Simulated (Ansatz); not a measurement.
The start is a generated cell, TiC built in the NbAs structure type. Cell shape, volume and atoms are optimised at zero target pressure with PBEsol (plane waves to 420 eV, PAW, scalar-relativistic; Ansatz, a quantum-chemistry and plane-wave program). The first steps use a coarse 12×12×12 k-mesh.

The start:
```
CELL_PARAMETERS angstrom
     -1.35791     1.35791     4.59720
      1.35791    -1.35791     4.59720
      1.35791     1.35791    -4.59720
ATOMIC_POSITIONS crystal
  Ti 0.50000 0.50000 0.00000
  Ti 0.25000 0.75000 0.50000
  C  0.91600 0.91600 0.00000
  C  0.66600 0.16600 0.50000
```

Task: What pressure does the first self-consistent step give?

Result: +69 GPa (positive: the cell is compressed).

Task: What is the largest force in the starting geometry, and on which atom (counted from 1)?

Result: About 0.3 eV/Å, on Ti1, Ti2, C3, C4 (atoms numbered as listed).

Task: By how much does the energy per atom fall from start to end?

Result: 0.42 eV/atom.

Task: How does the volume change?

Result: +22.4 %, from 8.48 to 10.38 Å³/atom.

Task: How do the shortest distances between atoms change?

Result: The closest pairs of elements (up to four, under 3.6 Å), start → end: C–Ti 2.04 → 2.14 Å; Ti–Ti 2.67 → 2.79 Å; C–C 2.67 → 2.79 Å.

Task: What band gap does the relaxed structure have at this level?

Result: No gap on the sampled points, where the bands overlap only slightly; such a result is sensitive to mesh and level.

Task: Write out the relaxed structure.

Result: 
```cif
data_C4Ti4
_chemical_formula_sum 'Ti4 C4'
_space_group_name_H-M_alt 'I41md'
_space_group_IT_number 109
_space_group_name_Hall 'I 4bw -2'
_cell_length_a 2.79453
_cell_length_b 2.79453
_cell_length_c 10.63025
_cell_angle_alpha 90.000
_cell_angle_beta 90.000
_cell_angle_gamma 90.000
loop_
_atom_site_label
_atom_site_type_symbol
_atom_site_symmetry_multiplicity
_atom_site_Wyckoff_symbol
_atom_site_fract_x
_atom_site_fract_y
_atom_site_fract_z
_atom_site_occupancy
Ti1 Ti 4 a 0.00000 0.00000 0.00653 1
C1 C 4 a 0.00000 0.00000 0.40947 1
```
(The calculation used a cell of 4 atoms; values per cell refer to that cell.)

The space group stays I4₁md (No. 109) (the run could not lower it), with 4 atoms in the primitive cell. Final values are on a 23×23×23 k-mesh of the relaxed cell. No spin polarisation in the result.

The run could not lose the symmetry of its start: the end is stationary, and may be a saddle point rather than a minimum.

The relaxed structure here is a generated cell of TiC: the first start was made by placing the elements on the sites of a structure type, and the end was not matched to a known phase here, so it may be hypothetical. Known forms of TiC include space group No. 225.
